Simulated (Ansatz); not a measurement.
The relaxed structure here is a generated cell of Sn: the first start was made by placing the elements on the sites of a structure type, and the end was not matched to a known phase here, so it may be hypothetical. Known forms of Sn include space group No. 141, 227.

A relaxed cell of Sn (Fmmm (No. 69)), relaxed on a k-mesh at least as fine as the one used below. All values below come from PBE (plane waves to 420 eV, PAW, scalar-relativistic; Ansatz, an electronic-structure program). Γ-centred k-mesh 11×11×6 on the run's cell (coarser than for final values), Fermi–Dirac smearing 0.05 eV.

```
CELL_PARAMETERS angstrom
      0.00000     2.85059     5.96762
      1.68098     0.00000     5.96762
      3.36196     5.70117     0.00000
ATOMIC_POSITIONS crystal
  Sn 0.13276 0.13276 0.43362
  Sn 0.13276 0.13276 0.93362
  Sn 0.86724 0.86724 0.06638
  Sn 0.86724 0.86724 0.56638
```

The atoms are displaced by (Å):

```
atom      ux      uy      uz
----  ------  ------  ------
Sn1    0.138   0.102  -0.028
Sn2    0.092  -0.027  -0.027
Sn3   -0.161   0.085  -0.167
Sn4   -0.061   0.034  -0.105
```

What forces (eV/Å) and pressure result?


```csv
atom,Fx,Fy,Fz
Sn1,-0.21,-0.11,-0.26
Sn2,-0.04,0.11,-0.48
Sn3,0.27,0.05,0.44
Sn4,-0.02,-0.05,0.31
```

Pressure +0.9 GPa.

The undisplaced cell is probably no minimum: from this displacement the run went on to P2/m (No. 10) at a tolerance of 0.01 Å, P6/mmm (No. 191) at 0.1 Å, 0.04 eV/atom below it.

No spin polarisation in the result.
